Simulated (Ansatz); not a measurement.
Consider a crystal of InO5 in space group F-43m (No. 216), with In on 4b; O on 16e and 4a.

Method: DFT PBE, scalar-relativistic, plane waves, PAW (Ansatz 0.2.0). Cutoff 420 eV, Γ-centred mesh, Gaussian smearing, collinear spin.

Energies over the elements count from the elements' standard structures at the same level (O₂ as a molecule), with no fitted energy shifts.

Task: Give the relaxed lattice parameters and positions.

Result:

Space group F-43m (No. 216). a = 7.823 Å, b = 7.823 Å, c = 7.823 Å, α = 90.00°, β = 90.00°, γ = 90.00°
```json
{"atom": "In", "site": "4b", "symmetry": "-43m", "x": "0.5000", "y": "0.0000", "z": "0.0000"}
{"atom": "O", "site": "16e", "symmetry": ".3m", "x": "0.8460", "y": "0.3460", "z": "0.1540"}
{"atom": "O", "site": "4a", "symmetry": "-43m", "x": "0.0000", "y": "0.0000", "z": "0.0000"}
```

In is surrounded by 4 O at 2.09 Å; around O on a site of symmetry 3m lie 1 In at 2.09 Å, 3 O at 2.12 Å and 3 O at 3.20 Å; O on a site of symmetry -43m has 12 O at 3.20 Å (long contacts). Another local minimum with the same sites may exist.

Task: Where does its energy lie, and is it a metal?

Result: The energy over the elements is +1.18 eV/atom and the gap on the 8×8×8 mesh of the 6-atom cell is 0 eV (a metal). The net moment per atom is 1.17 μB and the moment by site is O 1.2 (×4), 1.9 μB. It can't be a ground state, since the elements alone are lower.

The last run used collinear spin and Gaussian smearing of 0.10 eV. The magnetic state reached may not be the lowest. Symmetry constrained the relaxation, so the result can be a saddle point. Another cell of InO5 relaxed alike, in P6/mmm, lies 0.42 eV/atom lower, so this cell isn't the stable form at this level. Site moments count only spheres around the atoms; the net moment includes the space between them.
